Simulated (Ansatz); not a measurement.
Hg (diamond, Fd-3m) at seven volumes, PBE in the plane-wave PAW code Ansatz, scaled uniformly. One row is withheld.

```tsv
V (Å³/atom)	P (GPa)
51.110	0.28
52.795	0.16
54.480	0.07
56.165	0.00
57.850	-0.05
59.535	?
61.220	-0.12
```

Problem. Fit the shown pressures and predict the withheld one.

Solution. P = (3/2)B₀(x^(7/2) − x^(5/2))[1 + (3/4)(B′ − 4)(x − 1)] with x = (V₀/V)^(2/3). Least squares on the six rows gives V₀ = 56.180 Å³/atom, B₀ = 2.0 GPa, B′ = 8.36. At V = 59.535, x = 0.9621 and P = -0.09 GPa. The run itself gave -0.09 GPa.

The start of the workflow was typed in or built on a structure type; neither database checked (COD, Materials Project) lists it. It is not the usual solid phase (space group No. 166). The cell was relaxed with PBE under the symmetry of its start; whether a distortion lowers the energy is not shown. The substance is a gas or liquid at ambient conditions. Spin–orbit coupling is left out wherever it is not named.

Potentials: the later of the program's two PAW sets.
